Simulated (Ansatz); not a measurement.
IrOs₃:
```
IrOs3
1.0
    3.82070     0.00000     0.00000
    0.00000     3.82070     0.00000
    0.00000     0.00000     3.82070
Os Ir
3 1
Direct
  0.00000   0.50000   0.50000
  0.50000   0.50000   0.00000
  0.50000   0.00000   0.50000
  0.00000   0.00000   0.00000
```

This is the PBEsol-relaxed structure.

### Question
All from DFT-PBEsol in the program Ansatz with PAW potentials, unless another level is named. Give the formation energy from the elements (no fitted shifts).

### Answer
0.082 eV/atom.

### Question
Next, the density of states at the Fermi level?

### Answer
0.62 states/eV per atom (mean over ±0.08 eV).

Space group Pm-3m (Cu3Au type). The start of the workflow was typed in or built on a structure type; neither database checked (COD, Materials Project) lists it. Its standing as an ambient phase is unchecked. The cell was relaxed with PBEsol under the symmetry of its start; its stability against distortions is not shown here. No spin polarisation was allowed. The references are the lowest solids computed at this level, not always the standard phases. Spin–orbit coupling is left out wherever it is not named.

Potentials: the earlier of the program's two PAW sets. The files were generated under PBE; for other functionals the program regenerates the frozen cores, and for LDA and PBEsol the local potential too.
